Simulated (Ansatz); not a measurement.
LuAs:
```xyz
2
Lattice="0.0000 2.8385 2.8385 2.8385 0.0000 2.8385 2.8385 2.8385 0.0000" Properties=species:S:1:pos:R:3 pbc="T T T"
Lu     2.8385     2.8385     2.8385
As     0.0000     0.0000     0.0000
```

Relaxed with r²SCAN. Special points in fractions of this cell's reciprocal vectors: Γ (0.000, 0.000, 0.000); X (0.500, 0.000, 0.500); U (0.625, 0.250, 0.625); K (0.375, 0.375, 0.750); L (0.500, 0.500, 0.500); W (0.500, 0.250, 0.750).

Q: List the band energies nearest the Fermi level at these points for r²SCAN in the plane-wave PAW code Ansatz.

A: In eV from the Fermi level; about four levels below and three above (degenerate sets whole), none deeper than 8.9 eV; points with the same levels are listed once.

```csv
k,below,above
Γ,-5.06 -5.01 -5.01 -5.01,0.42 0.42 0.42
X,-3.61 -1.13 -1.13 -0.40,3.30 3.69 5.34 5.34
U,-5.03 -5.02 -3.41 -3.35 -1.81,1.46 4.58 4.72
L,-5.01 -5.00 -2.37 -2.37,4.07 4.43 4.43
W,-5.01 -3.04 -3.04 -2.94,3.22 3.22 3.61
```

Space group Fm-3m (rock salt). The first step of the workflow began from a Materials Project structure, measured or hypothetical; the Crystallography Open Database copy checked does not list it. Whether it is the stable phase at ambient conditions was not checked. The cell was relaxed with r²SCAN under the symmetry of its start; its stability against distortions is not shown here. Scalar-relativistic: spin–orbit coupling is off unless named, which matters more the heavier the elements.

Potentials: the later of the program's two PAW sets.
